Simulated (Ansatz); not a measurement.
Mo:
```xyz
1
Lattice="-1.5752 1.5752 1.5752 1.5752 -1.5752 1.5752 1.5752 1.5752 -1.5752" Properties=species:S:1:pos:R:3 pbc="T T T"
Mo     0.0000     0.0000     0.0000
```

Relaxed with r²SCAN. Special points in fractions of this cell's reciprocal vectors: Γ (0.000, 0.000, 0.000); H (0.500, -0.500, 0.500); N (0.000, 0.000, 0.500); P (0.250, 0.250, 0.250).

List the band energies nearest the Fermi level at these points for r²SCAN (plane waves, PAW; program Ansatz).

In eV from the Fermi level; about four levels below and three above (degenerate sets whole), none deeper than 8.9 eV; … stands for higher levels left out; points with the same levels are listed once.

```tsv
k	below	above
Γ	-7.66 -1.43 -1.43 -1.43	…
H	-5.64 -5.64	…
N	-5.59 -3.59	1.56 1.87 …
P	-2.82 -2.82 -2.82	…
```

Space group Im-3m (bcc (W type)). The cell was relaxed with r²SCAN under the symmetry of its start. No spin polarisation was allowed. Scalar-relativistic: spin–orbit coupling is off unless named, which matters more the heavier the elements.

Potentials: the later of the program's two PAW sets.
